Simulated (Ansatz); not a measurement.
Put Cd3AgS4 in Pm-3m (No. 221): Cd on 3c; Ag on 1a; S on 1b and 3d. The guess for Cd3AgS4 was made by a generator: ordered mixture on the cation sites of rock salt (occupants of the shared sites, in ratio, Ag: 1, Cd: 3).

These are results of DFT PBE, scalar-relativistic, plane waves, PAW (Ansatz 0.2.0), not measurements. Cutoff 420 eV, Γ-centred mesh, Gaussian smearing, no spin polarisation.

The zero of energy is the elements' standard structures at the same level; no fitted shifts are applied.

Question: Predict the relaxed structure.

Answer:

Space group Pm-3m (No. 221). a = 5.446 Å, b = 5.446 Å, c = 5.446 Å, α = 90.00°, β = 90.00°, γ = 90.00°
```
atom  site  symmetry       x       y       z
  Cd    3c    4/mm.m  0.5000  0.5000  0.0000
  Ag    1a      m-3m  0.0000  0.0000  0.0000
   S    1b      m-3m  0.5000  0.5000  0.5000
   S    3d    4/mm.m  0.0000  0.0000  0.5000
```

Cd has 6 S at 2.72 Å; Ag is surrounded by 6 S at 2.72 Å; S on a site of symmetry m-3m has 6 Cd at 2.72 Å; around S on a site of symmetry 4/mmm lie 2 Ag at 2.72 Å and 4 Cd at 2.72 Å.

Question: And its energy and gap?

Answer: The formation energy is −0.37 eV/atom. The gap on the 8×8×8 mesh of the 8-atom cell is 0 eV (a metal). A negative formation energy is needed for stability but isn't enough: competing phases decide.

The last run used Gaussian smearing of 0.10 eV. An odd number of electrons in the primitive cell allows no gap without spin; a larger cell or a magnetic state could open one. The reference form of S is held partly by dispersion forces, which this level lacks. A later test with randomly moved atoms came back to the same energy, though modes that don't fit the test's cell weren't probed.
